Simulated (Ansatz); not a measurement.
Elastic constants of Zr₂SbN: input and output

These are results of DFT LDA, scalar-relativistic, plane waves, PAW in Ansatz 0.2.0, not measurements.

It can be run as:
```bash
ansatz run input.yaml --threads 1 --pin off --backend cpu --events-out ev --progress --plain --runs-dir out  # memory cap (--max-ram) not shown
```

Input (bare energies are in eV):
```yaml
crystal:
  lattice:
    - [3.723358908, 0.0, 0.0]
    - [0.0, 3.723358908, 0.0]
    - [0.0, 0.0, 5.2950685665]
  atoms:
    - { symbol: Zr, position: [0.0, 0.0, 0.0] }
    - { symbol: Zr, position: [0.5, 0.5, 0.5] }
    - { symbol: Sb, position: [0.0, 0.0, 0.5] }
    - { symbol: "N", position: [0.5, 0.5, 0.0] }
basis:
  ecutwfc: 420
kpoints:
  mp_grid: { grid: [12, 12, 8] }
hamiltonian:
  xc: lda
scf:
  occupations: { method: fermi_dirac, width: 0.15 }
output:
  forces: true
  stress: true
  eigenvalues: true
elastic:
  mode: clamped_ion
  amplitude: 0.005
  stencil: two_point
```

From the output:
```
--- Elastic constants: 4 strain directions × 2 members + reference (group order 16) ---
  dense FFT box of the reference and of every strained cell: 27×27×36
  strains applied: 11, 33, 23, 12; error gains: componentwise 1.00 (the most a stress slope's error grows in a printed constant), spectral 1.41 (1 for all six strains in a standard setting)
  C = ∂σ_k/∂η_j (tension-positive GPa; Voigt order 11 22 33 23 13 12):
       220.782    144.327     45.598      0.000      0.000     -0.000
       144.327    220.782     45.598      0.000      0.000     -0.000
        45.584     45.584    328.566      0.000      0.000     -0.000
         0.000      0.000      0.000     28.785      0.000      0.000
         0.000      0.000      0.000      0.000     28.785      0.000
        -0.000     -0.000      0.000      0.000      0.000    149.829
  reference stress σ⁰ (GPa):     -0.004     -0.004      0.008     -0.000     -0.000     -0.000
  C* (energy form; C + prestress term) asymmetry max|C*_kj − C*_jk| = 2.806e-3 GPa — a small one proves nothing (zero by symmetry where the batch's group is 432, −43m or m−3m); a large one is finite-difference/SCF noise where every solve ...
  moduli (Voigt/Reuss/Hill, GPa): K = 137.91/137.88/137.89   G = 77.12/45.68/61.40   E = 160.39   ν = 0.306
  mechanically stable: yes (min eigenvalue of sym C = 28.79 GPa)
  strain η (Voigt 11):  stress-route row diagonal C_11 = 220.78 GPa, energy-path curvature d²(F+E_count+ΔE)/dδ²/Ω₀ = 220.74 GPa
         δ    σ_11 (GPa) F (eV) n_scf n_hpsi n_pw
    -5.000e-3      -1.1254      -14865.6364969      10  138762   1449
     5.000e-3       1.0824      -14865.6365351       7  111831   1472
  strain η (Voigt 33):  stress-route row diagonal C_33 = 328.57 GPa, energy-path curvature d²(F+E_count+ΔE)/dδ²/Ω₀ = 328.49 GPa
         δ    σ_33 (GPa) F (eV) n_scf n_hpsi n_pw
    -5.000e-3      -1.6835      -14865.6358861      10   83385   1449
     5.000e-3       1.6022      -14865.6359218       7   64385   1464
  strain η (Voigt 23):  stress-route row diagonal C_44 = 28.79 GPa, energy-path curvature d²(F+E_count+ΔE)/dδ²/Ω₀ = 28.76 GPa
         δ    σ_23 (GPa) F (eV) n_scf n_hpsi n_pw
    -5.000e-3      -0.1439      -14865.6376125       8  184113   1460
     5.000e-3       0.1439      -14865.6376125       6  142792   1460
  strain η (Voigt 12):  stress-route row diagonal C_66 = 149.83 GPa, energy-path curvature d²(F+E_count+ΔE)/dδ²/Ω₀ = 149.82 GPa
         δ    σ_12 (GPa) F (eV) n_scf n_hpsi n_pw
    -5.000e-3      -0.7491      -14865.6369154       8  117308   1456
     5.000e-3       0.7491      -14865.6369154       6   94028   1456
```

The cell was built by swapping an element in a database structure (itself possibly hypothetical) and relaxing; it need not be the stable form of this composition. In a metal, frequencies and elastic constants depend on the k mesh and the smearing, soft modes and shear constants most.

Every atom sits on an inversion centre, so no strain shifts the atoms against each other, and clamped-ion and relaxed constants are the same.